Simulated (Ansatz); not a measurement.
Problem. Be (diamond, space group No. 227) is relaxed with DFT-PBEsol in the program Ansatz with PAW potentials. What lattice parameters of the conventional cell result?

Solution. a = 4.875 Å.

Space group Fd-3m (diamond). The start of the workflow was typed in or built on a structure type; neither database checked (COD, Materials Project) lists it. It is not the phase usual at ambient conditions (space group No. 194). Symmetry was held in the PBEsol relaxation. At this level the phase is mechanically unstable.

Potentials: the later of the program's two PAW sets.
